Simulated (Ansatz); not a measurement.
Relaxed-ion elastic tensor of NbAg (rock salt, space group No. 225) in GPa (Voigt order), PBEsol (plane waves, PAW; program Ansatz); density 8.56 g/cm³, 19.48 Å³ per atom.

```csv
,1,2,3,4,5,6
1,292,56.5,56.5,0.0,0.0,0.0
2,56.5,292,56.5,0.0,0.0,0.0
3,56.5,56.5,292,0.0,0.0,0.0
4,0.0,0.0,0.0,-12.3,0.0,0.0
5,0.0,0.0,0.0,0.0,-12.3,0.0
6,0.0,0.0,0.0,0.0,0.0,-12.3
```

Question: Is the crystal mechanically stable?

Answer: No: the smallest eigenvalue of C is -12.3 GPa.

Space group Fm-3m (rock salt). The start of the workflow was typed in or built on a structure type; neither database checked (COD, Materials Project) lists it. Its standing as an ambient phase is unchecked. The PBEsol relaxation kept the symmetry of its start. At this level the phase is mechanically unstable. No spin polarisation was allowed. Its formation energy is positive at this level, so the cell may be metastable or incomplete. As this level gives no gap, shear constants depend on the k-mesh and smearing (Fermi–Dirac, 0.1 eV here).

Potentials: the later of the program's two PAW sets.
